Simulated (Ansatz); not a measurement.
A 14-atom cell of GeC5N8 built on β-Si3N4 (relaxed group Pm) at its r2SCAN geometry, run in Ansatz at 2 levels of theory. (Calculated; spin-unpolarised; the phase may be known or hypothetical.)

The r2SCAN input:
```yaml
crystal:
  lattice:
    - [6.8641455053, 0.0, 0.0701345022]
    - [0.0, 2.5146842583, 0.0]
    - [-3.3717956217, 0.0, 5.6266932975]
  atoms:
    - { symbol: C, position: [0.5680206984, 0.5, 0.8039278389] }
    - { symbol: Ge, position: [0.8383747026, 0.0, 0.2382285294] }
    - { symbol: C, position: [0.7627503624, 0.0, 0.6080481964] }
    - { symbol: C, position: [0.2459702094, 0.5, 0.4103165287] }
    - { symbol: C, position: [0.17606273, 0.5, 0.7716657047] }
    - { symbol: C, position: [0.403007527, 0.0, 0.1885406181] }
    - { symbol: "N", position: [0.3191350731, 0.5, 0.6567592434] }
    - { symbol: "N", position: [0.6520066547, 0.0, 0.3501858815] }
    - { symbol: "N", position: [0.716113291, 0.5, 0.6982978619] }
    - { symbol: "N", position: [0.6198903832, 0.0, 0.9360195968] }
    - { symbol: "N", position: [0.0269494858, 0.0, 0.6829777953] }
    - { symbol: "N", position: [1.0169944113, 0.5, 0.2539591027] }
    - { symbol: "N", position: [0.3368233127, 0.0, 0.3641362867] }
    - { symbol: "N", position: [0.3179011585, 0.5, 0.0369368157] }
kpoints:
  mp_grid: { grid: [4, 10, 4] }
  band_path:
    path:
      - [0.0, 0.0, 0.0]
      - [0.0, 0.5, 0.0]
      - [0.5, 0.5, 0.0]
      - [0.5, 0.0, 0.0]
      - [0.0, 0.0, 0.5]
      - [0.0, 0.5, 0.5]
      - [-0.5, 0.5, 0.5]
      - [-0.5, 0.0, 0.5]
    npoints: 1
hamiltonian:
  xc: r2scan
scf:
  occupations: { method: fixed }
  n_extra_bands: 7
output:
  forces: true
  stress: true
  eigenvalues: true
  write_density: true
  write_potential: true
  elf: true
  volumetric_format: npy
```

Main results, then, where recorded, the levels near the gap in eV from the Fermi energy (columns number the bands from 0), one row a point of the path (Γ, Z, D, B, A, E, C₂, Y₂):
```
Crystal: 14 atoms, lattice volume = 97.718 Å³
Symmetry: 2 space group operations
Space group: Pm (ITA 6)
```
```
Basis set: ecut = 500 eV, 2491 PW (Γ)
k-points: 60 of 160 (time reversal used)
SCF converged after 8 iterations
Free energy (F): -8630.170325 eV
Fermi energy:    11.843970 eV
--- Forces (eV/Å), atoms counted from 1 ---
  atom   1  C     -0.00120      0.00000    -0.00378
  atom   2  Ge      0.00131      0.00000    -0.00035
  atom   3  C       0.00021      0.00000      0.00198
  atom   4  C     -0.00012      0.00000      0.00008
  atom   5  C       0.00270      0.00000      0.00106
  atom   6  C     -0.00116      0.00000    -0.00043
  atom   7  N     -0.00175      0.00000      0.00026
  atom   8  N     -0.00305      0.00000      0.00096
  atom   9  N       0.00010      0.00000      0.00058
  atom  10  N       0.00110      0.00000      0.00003
  atom  11  N     -0.00121      0.00000    -0.00043
  atom  12  N       0.00216      0.00000      0.00033
  atom  13  N       0.00185      0.00000    -0.00025
  atom  14  N     -0.00071      0.00000    -0.00019
--- Stress (GPa, compression-positive) ---
        0.034774       0.000000       0.011453
        0.000000      -0.018113       0.000000
        0.011456       0.000000       0.016210
  P = ⅓ Tr σ = 0.0110 GPa (0.110 kbar)
```
```tsv
band_33	band_34	band_35	band_36	band_37	band_38	band_39
-1.188	-0.861	-0.343	0.000	3.175	3.374	3.973
-2.462	-2.434	-2.020	-1.804	2.987	3.511	4.152
-2.340	-1.988	-1.986	-1.742	3.377	3.734	4.445
-1.722	-0.668	-0.175	-0.086	3.629	3.927	4.076
-1.501	-0.957	-0.228	-0.033	3.200	3.682	3.746
-2.403	-2.060	-1.907	-1.518	3.257	3.611	4.698
-2.554	-2.288	-1.609	-1.280	3.188	3.793	4.482
-1.570	-0.824	-0.197	-0.061	3.470	4.000	4.111
```

r2SCAN gives an indirect gap of 2.99 eV, from Γ to Z; the least direct gap is 3.18 eV at Γ.

Problem. Another run on the same cell gave
```
Basis set: ecut = 420 eV, 1905 PW (Γ)
k-points: 40 of 96 (time reversal used)
hybrid outer 1: dexx = +5.273e-2 eV, tail = 1.75e-4 eV
hybrid outer 2: dexx = +9.349e-6 eV, tail = 7.54e-8 eV, Δε = 3.91e-3 eV, ΔF = 6.40e-3 eV/Å
hybrid SCF converged: 2 outer / 13 inner (+5 warm-up)
Free energy (F): -8612.234590 eV
Fermi energy:    10.788711 eV
--- Forces (eV/Å), atoms counted from 1 ---
  atom   1  C       0.00551      0.00000    -0.06014
  atom   2  Ge      0.02233      0.00000    -0.03969
  atom   3  C       0.10389      0.00000      0.07323
  atom   4  C       0.21634      0.00000    -0.02816
  atom   5  C     -0.02774      0.00000    -0.07498
  atom   6  C       0.03645      0.00000    -0.08446
  atom   7  N       0.00816      0.00000      0.07812
  atom   8  N     -0.11521      0.00000      0.05541
  atom   9  N     -0.01826      0.00000    -0.12398
  atom  10  N       0.05385      0.00000    -0.22032
  atom  11  N     -0.04643      0.00000      0.09229
  atom  12  N     -0.08119      0.00000      0.17878
  atom  13  N     -0.19424      0.00000      0.00563
  atom  14  N       0.03617      0.00000      0.14828
--- Stress (GPa, compression-positive) ---
       -5.899117       0.000000      -0.082410
        0.000000      -5.257838       0.000000
       -0.082410       0.000000      -5.038277
  P = ⅓ Tr σ = -5.3984 GPa (-53.984 kbar)
```
```tsv
band_33	band_34	band_35	band_36	band_37	band_38	band_39
-1.215	-0.905	-0.309	0.000	5.125	5.291	5.926
-2.623	-2.584	-2.115	-1.934	4.757	5.417	5.990
-2.472	-2.114	-2.066	-1.847	5.335	5.521	6.368
-1.734	-0.707	-0.162	-0.077	5.585	5.858	6.055
-1.572	-0.966	-0.214	-0.029	5.137	5.637	5.697
-2.505	-2.181	-2.006	-1.622	5.043	5.577	6.660
-2.727	-2.425	-1.677	-1.372	5.075	5.729	6.284
-1.611	-0.872	-0.182	-0.051	5.429	5.970	6.041
```
Which level of theory gave it?

Solution. It is PBE0, judged by the exchange loop and the size of the gap (a near hybrid could fit too), on 4×6×4; the blocks that differ from the first input, but for the band path:
```yaml
kpoints:
  mp_grid: { grid: [4, 6, 4] }
hamiltonian:
  xc: pbe0
```
The PBE0 gap is indirect, 4.76 eV (Γ to Z), below the direct gap of 5.13 eV at Γ. With the atoms held, the mean pressure is -5.4 GPa (compression positive). The stress of a hybrid is loosely converged here.

The hybrids run on coarser meshes, which limits their stresses and small splittings of levels.

Totals of different functionals can't be compared.

The runs are scalar-relativistic, without spin-orbit coupling.
